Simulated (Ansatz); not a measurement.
One input, then a changed one: Li$_{2}$Si (CdCl2 type)

First run: DFT, r2SCAN, all-electron PAW with datasets made for the crystal, scalar-relativistic (Ansatz 0.2.0).

Command: `ansatz run input.yaml --threads 1 --pin off --max-ram 3072MiB --backend cpu --events-out ev --progress --plain --runs-dir out` It took 9.9 s on 1 thread of Intel(R) Xeon(R) Platinum 8375C CPU @ 2.90GHz (Ice Lake) (shared host), peak memory 0.46 GiB.

```yaml
crystal:
  lattice:
    - [1.412527554, -0.8155231636, 6.8248038798]
    - [0.0, 1.6310463271, 6.8248038798]
    - [-1.412527554, -0.8155231636, 6.8248038798]
  atoms:
    - { symbol: Si, position: [0.0, 0.0, 0.0] }
    - { symbol: Li, position: [0.2324159334, 0.2324159334, 0.2324159334] }
    - { symbol: Li, position: [0.7675840666, 0.7675840666, 0.7675840666] }
kpoints:
  mp_grid: { grid: [13, 13, 13] }
scf:
  occupations: { method: fermi_dirac, width: 0.05 }
hamiltonian:
  xc: r2scan
  pseudopotentials: { kind: all_electron, datasets: crystal }
output:
  forces: true
  stress: true
  eigenvalues: true
  efg: { contact_densities: true }
```

The cell comes from a relaxation on PAW files under the same functional, begun from a prototype that needn't be the stable phase.

It converges in 9 SCF iterations at a pressure of 0.01 GPa, largest force 0.003 eV/Å.

The input is then changed:

```diff
 kpoints:
-  mp_grid: { grid: [13, 13, 13] }
+  mp_grid: { grid: [20, 20, 20] }
 scf:
-  occupations: { method: fermi_dirac, width: 0.05 }
+  occupations: { method: fermi_dirac, width: 0.2 }
 hamiltonian:
```

Task: What does the second run give?

Result: It converges in 9 SCF iterations at a pressure of 0.14 GPa, largest force 0.035 eV/Å, free energy -18.5 meV/atom against the first run's. More than one line changes, and not each need have an effect. Some of the changed settings are coarser than converged work would use.
